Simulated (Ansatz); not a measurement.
Ti$_{3}$Al (D019 type, space group P6_3/mmc)

```cif
data_Al2Ti6
_chemical_formula_sum 'Ti6 Al2'
_space_group_name_H-M_alt 'P63/mmc'
_space_group_IT_number 194
_space_group_name_Hall '-P 6c 2c'
_cell_length_a 5.74712
_cell_length_b 5.74712
_cell_length_c 4.63151
_cell_angle_alpha 90.000
_cell_angle_beta 90.000
_cell_angle_gamma 120.000
loop_
_atom_site_label
_atom_site_type_symbol
_atom_site_symmetry_multiplicity
_atom_site_Wyckoff_symbol
_atom_site_fract_x
_atom_site_fract_y
_atom_site_fract_z
_atom_site_occupancy
Ti1 Ti 6 h 0.34035 0.17018 0.25000 1
Al1 Al 2 c 0.33333 0.66667 0.25000 1
```

This relaxed cell (volume V₀) is scaled evenly in all directions, its shape held. The atoms relax within the cell's symmetry.

These are r2SCAN (plane waves to 500 eV, PAW, scalar-relativistic; Ansatz, a first-principles code) values and carry that method's errors. k mesh 10×10×10 (Γ-centred), Fermi-Dirac smearing 0.05 eV. Energies are smeared free energies. Ti3Al is run without spin polarisation. Ti3Al was relaxed with its symmetry unable to fall. ΔE is measured from the relaxed starting cell.

Task: What ΔE (meV/atom) does the calculation give at V/V₀ = 0.940, 0.964, 0.976, 1.012, 1.036?

Result: 
| V/V₀ | ΔE (meV/atom) |
|---|---|
| 0.940 | 25 |
| 0.964 | 9 |
| 0.976 | 4 |
| 1.012 | 1 |
| 1.036 | 8 |

(Under strain, the slope of the energy per volume gives the stress and its curvature an elastic modulus.)
